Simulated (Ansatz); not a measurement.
TiCo3 (Cu3Au type, Pm-3m), DFT-PBEsol in the program Ansatz with PAW potentials, all energies at zero smearing, with the estimated change up to a 700 eV cutoff added, with one set of potentials and settings (totals compare only within such a set). Cell of 4 atoms (1 Ti, 3 Co): -17754.044 eV.

| element | reference phase | E (eV/atom) |
|---|---|---|
| Ti | P6/mmm, 3 atoms in the cell | -2473.9117 |
| Co | P6_3/mmc, 2 atoms in the cell, spin-polarised | -5092.9959 |

Formation energy per atom, worked out: (-17754.044 − 1×(-2473.9117) − 3×(-5092.9959))/4 = -0.286 eV/atom (-28 kJ per mol of atoms), at 0 K, without zero-point energy or fitted corrections.

The first step of the workflow began from a Materials Project structure, measured or hypothetical; the Crystallography Open Database files this formula in space group No. 221, but the cells were not matched. Its standing as an ambient phase is unchecked. The cell was relaxed with PBEsol under the symmetry of its start, as lowered by the spin order; its stability against distortions is not shown here. The final state is ferrimagnetic, the only order run, not a proven ground state. The references are the lowest solids computed at this level, not always the standard phases.

Potentials: the later of the program's two PAW sets.
